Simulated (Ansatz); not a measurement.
GaP in space group Pm-3n (No. 223; Ga on 6c, P on 6d), plane-wave PAW PBE (Ansatz code). The conduction-band minimum lies on the Γ–X line, 72 % of the way from Γ, with 6 equivalent valleys. Second derivatives d²E/dk² of the lowest band at one valley (eV·Å²), along Cartesian directions:

| direction | d²E/dk² |
|---|---|
| [100] | 23.09 |
| [010] | 23.09 |
| [001] | 8.068 |
| [110] | 23.10 |
| [101] | 15.58 |
| [011] | 15.58 |

Q: Find the principal effective masses, the density-of-states mass and the conductivity mass.

A: Off-diagonal terms follow from H_xy = H[110] − (H_xx + H_yy)/2, and m*/mₑ = 7.620 eV·Å² over each eigenvalue: 0.33, 0.33, 0.94. One valley's DOS mass (m₁m₂m₃)^(1/3) = 0.47, conductivity mass 3/(Σ 1/mᵢ) = 0.42 mₑ.

Q: What effective density of states Nc follows at 300 K for parabolic valleys?

A: Nc = 2.509e19 × 6 × (0.47)^(3/2) ≈ 4.9e19 cm⁻³.

The start of the workflow was typed in or built on a structure type; neither database checked (COD, Materials Project) lists it. It is not the phase usual at ambient conditions (space group No. 216). Symmetry was held in the PBE relaxation; whether a distortion lowers the energy is not shown. The volume moved by 26 % from the start of the relaxation. Spin–orbit coupling is left out wherever it is not named.

Potentials: the earlier of the program's two PAW sets.
